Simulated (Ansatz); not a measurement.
MnSb (P63/mmc) under compression and expansion

The reference geometry is a structure as deposited in COD; nothing is relaxed.

Settings: PBEsol, 9×9×6 k mesh, Fermi–Dirac smearing of 0.1 eV. PAW means Ansatz 0.2.0 on its default frozen-core files; LAPW is all-electron LAPW in Ansatz 0.2.0. Site moments are integrated in spheres about the atoms, whose radii differ between the methods.

The reference run was typed so:

```yaml
crystal:
  lattice:
    - [4.15, 0.0, 0.0]
    - [-2.075, 3.5940054257, 0.0]
    - [0.0, 0.0, 5.78]
  atoms:
    - { symbol: Mn, position: [0.0, 0.0, 0.0], spin: 4.0 }
    - { symbol: Mn, position: [0.0, 0.0, 0.5], spin: 4.0 }
    - { symbol: Sb, position: [0.3333333333, 0.6666666667, 0.25] }
    - { symbol: Sb, position: [0.6666666667, 0.3333333333, 0.75] }
magnetization:
  spin_polarized: true
kpoints:
  mp_grid: { grid: [9, 9, 6] }
scf:
  occupations: { method: fermi_dirac, width: 0.1 }
  lower_state_search: "off"
hamiltonian:
  xc: pbesol
  pseudopotentials: { kind: paw }
output:
  forces: true
  stress: true
  eigenvalues: true
  populations: true
```

Command: `ansatz run input.yaml --threads 2 --pin off --max-ram 6144MiB --backend cpu --events-out ev --progress --plain --runs-dir out`

The input for «volume scaled by 0.9» by LAPW differs from it in these lines, output keys apart:

```diff
-    - [4.15, 0.0, 0.0]
-    - [-2.075, 3.5940054257, 0.0]
-    - [0.0, 0.0, 5.78]
+    - [4.0067809461, 0.0, 0.0]
+    - [-2.0033904731, 3.4699740867, 0.0]
+    - [0.0, 0.0, 5.580528643]
-  pseudopotentials: { kind: paw }
+  pseudopotentials: { kind: all_electron, lapw: { basis_error: 0.001 } }
```

The cell shown is scaled evenly to other volumes, and every spin-polarised run starts from the same moments.

| V/V₀ | Å³/atom | M PAW (μB/cell) | M LAPW (μB/cell) | largest site moment, PAW (μB) | P PAW (GPa) | P LAPW (GPa) | F − F(unpolarised), PAW (meV/atom) |
| --- | --- | --- | --- | --- | --- | --- | --- |
| 0.72 | 15.52 | 3.64 | – | 1.81 | 23.1 | – | -65 |
| 0.8 | 17.24 | 4.68 | – | 2.35 | 7.0 | – | -149 |
| 0.85 | 18.32 | 5.38 | – | 2.71 | 1.6 | – | -214 |
| 0.9 | 19.40 | 5.96 | 5.96 | 3.01 | -2.1 | -2.1 | -290 |
| 0.95 | 20.47 | 6.36 | – | 3.23 | -5.0 | – | -373 |
| 1 | 21.55 | 6.66 | 6.66 | 3.40 | -7.2 | -7.2 | -457 |
| 1.05 | 22.63 | 6.92 | 6.92 | 3.55 | -8.9 | -8.9 | -540 |
| 1.1 | 23.71 | 7.16 | 7.16 | 3.69 | -10.1 | -10.1 | -621 |
| 1.18 | 25.43 | 7.46 | – | 3.87 | -11.4 | – | -743 |

The moments survive down to the smallest volume, V/V₀ = 0.72 at 23 GPa, where the largest is 1.81 μB.

Question: Fit a third-order Birch–Murnaghan equation to the PAW pressures of the magnetic runs between 0.85 and 1.11 V₀. What are the zero-pressure volume and bulk modulus?

Answer: V = 18.74 Å³/atom (0.870 V₀), B = 66 GPa, B′ = 3.6, with a worst miss of 0.04 GPa. Cell shape and inner coordinates are held, so these aren't the relaxed crystal's values unless symmetry fixes them.

The PAW files were made with PBE; the program remakes their cores once for the run's functional and then keeps them frozen. Under strong compression frozen cores are worth checking against an all-electron run. The Ansatz runs typed with the search for lower states off end where their start leads. Spin–orbit coupling is left out although heavy atoms are present. These are results for the start and cell typed. The real compound can order otherwise, in a larger cell, or not at all, since semilocal functionals without spin fluctuations often overstate magnetism; near a collapse of the moment, mesh and smearing move it by tens of per cent.
